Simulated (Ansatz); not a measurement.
Given:

TiAl3 (Cu3Au type, space group No. 221), a = b = c = 3.911 Å, α = β = γ = 90.00°.

This is the LDA-relaxed structure.

### Question
All from LDA (plane waves, PAW; program Ansatz), unless another level is named. Estimate the density of states at the Fermi level.

### Answer
0.58 states/eV per atom (mean over ±0.08 eV).

### Question
Give the formation energy from the elements (no fitted shifts).

### Answer
-0.39 eV/atom.

Space group Pm-3m (Cu3Au type). The first step of the workflow began from a Materials Project structure, measured or hypothetical; the Crystallography Open Database copy checked does not list it. Whether it is the stable phase at ambient conditions was not checked. The cell was relaxed with LDA under the symmetry of its start; whether a distortion lowers the energy is not shown. The run is not spin-polarised. The references are the lowest solids computed at this level, not always the standard phases.

Potentials: the later of the program's two PAW sets.
